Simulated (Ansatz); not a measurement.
## Calculated electric field gradients for Li₃CaPCO₇

The cell is a Materials Project structure (computed, not necessarily an observed phase), taken as it stands.

```xyz
26
Lattice="4.9277 0.0000 0.0000 0.0000 6.9534 0.0000 -0.6365 0.0000 8.8986" Properties=species:S:1:pos:R:3 pbc="T T T"
Li    3.0815    5.2150    8.2044
Li    0.6735    6.6083    6.5655
Li    0.6735    3.8217    6.5655
Li    3.6177    3.1316    2.3331
Li    3.6177    0.3450    2.3331
Li    1.2097    1.7383    0.6942
Ca    3.3411    1.7383    5.7905
Ca    0.9501    5.2150    3.1081
P     3.1302    5.2150    5.3361
P     1.1610    1.7383    3.5624
C     2.9150    1.7383    8.5735
C     1.3762    5.2150    0.3251
O     4.1535    1.7383    8.2036
O     1.0655    5.2150    7.9518
O     1.9577    1.7383    7.6969
O     3.6552    6.4511    6.1203
O     3.6552    3.9790    6.1203
O     1.5658    5.2150    5.3508
O     0.7398    1.7383    5.0674
O     3.5514    5.2150    3.8311
O     2.7254    1.7383    3.5478
O     0.6360    2.9744    2.7783
O     0.6360    0.5023    2.7783
O     2.3334    5.2150    1.2017
O     3.2257    1.7383    0.9468
O     0.1377    5.2150    0.6950
```

Atoms are numbered from 1 in the order listed; like atoms form one site, named after its first atom.

All values are calculated (Ansatz; DFT, PBE, plane waves and PAW, scalar-relativistic, 420 eV cutoff, Γ-centred 4×3×3 k-points, Fermi–Dirac smearing 0.02 eV), not measured.

Conventions: |V_zz| ≥ |V_yy| ≥ |V_xx|, η = (V_xx − V_yy)/V_zz, C_Q = eQV_zz/h. Directions are in the Cartesian axes of the cell vectors above, for the atom listed; none is given where the gradient is under 0.02 or η is above 0.95.

Question: What field gradients does the calculation give at each kind of site?

Answer: 

```json
{"site": "Li1", "first atom": "1", "first shell": "3 O at 1.94–2.35 Å; also 4 O at 2.49–3.23 Å", "V_zz (10²¹ V/m²)": "-0.32", "η": "0.72", "direction of V_zz (x, y, z)": "0.84 0.00 0.54"}
{"site": "Li2", "first atom": "2", "first shell": "3 O at 2.00–2.05 Å; also 5 O at 2.57–3.30 Å", "V_zz (10²¹ V/m²)": "-0.084", "η": "0.77", "direction of V_zz (x, y, z)": "0.73 -0.45 0.51"}
{"site": "Ca", "first atom": "7", "first shell": "7 O at 2.29–2.70 Å", "V_zz (10²¹ V/m²)": "3.08", "η": "0.16", "direction of V_zz (x, y, z)": "0.95 0.00 0.30"}
{"site": "P", "first atom": "9", "first shell": "4 O at 1.56 Å", "V_zz (10²¹ V/m²)": "-0.71", "η": "0.19", "direction of V_zz (x, y, z)": "0.23 0.00 0.97"}
{"site": "C", "first atom": "11", "first shell": "3 O at 1.29–1.31 Å", "V_zz (10²¹ V/m²)": "2.64", "η": "0.17", "direction of V_zz (x, y, z)": "0.00 1.00 0.00"}
{"site": "O13", "first atom": "13", "first shell": "1 C at 1.29 Å, 1 Li at 1.94 Å, angle 117°; also 1 Ca at 2.55 Å, 2 Li at 3.02 Å", "V_zz (10²¹ V/m²)": "11.01", "η": "0.92", "direction of V_zz (x, y, z)": "0.96 0.00 -0.29"}
{"site": "O14", "first atom": "14", "first shell": "1 C at 1.31 Å, 3 Li at 2.00–2.03 Å; also 1 Li at 2.92 Å", "V_zz (10²¹ V/m²)": "11.87", "η": "0.81", "direction of V_zz (x, y, z)": "-0.27 0.00 0.96"}
{"site": "O15", "first atom": "15", "first shell": "1 C at 1.30 Å; also 3 Li at 2.35–2.70 Å, 1 Ca at 2.36 Å", "V_zz (10²¹ V/m²)": "-11.40", "η": "0.97", "direction of V_zz (x, y, z)": "–"}
{"site": "O16", "first atom": "16", "first shell": "1 P at 1.56 Å, 1 Li at 2.00 Å; also 1 Ca at 2.29 Å, 3 Li at 2.49–3.30 Å", "V_zz (10²¹ V/m²)": "8.38", "η": "0.12", "direction of V_zz (x, y, z)": "0.36 0.76 0.55"}
{"site": "O18", "first atom": "18", "first shell": "1 P at 1.56 Å, 2 Li at 2.05 Å; also 1 Ca at 2.33 Å, 1 Li at 3.23 Å", "V_zz (10²¹ V/m²)": "8.38", "η": "0.22", "direction of V_zz (x, y, z)": "1.00 0.00 0.01"}
{"site": "O19", "first atom": "19", "first shell": "1 P at 1.56 Å; also 2 Ca at 2.44–2.70 Å, 2 Li at 2.57 Å", "V_zz (10²¹ V/m²)": "8.43", "η": "0.01", "direction of V_zz (x, y, z)": "-0.23 0.00 0.97"}
```

At C V_zz stands upright on the plane through its three neighbours (within 1°). At O16 V_zz points along the shorter of its two bonds, to P (within 4°). At O18 V_zz points along its shortest bond, to P (within 1°).

The largest force is 0.4 eV/Å, so the atoms aren't at the calculated equilibrium and relaxing them would move these values. With these PAW files V_zz is typically within 2 to 3 % of all-electron values, but misses above 10 % occur on Li. Where η is near 1 the sign of V_zz means little.
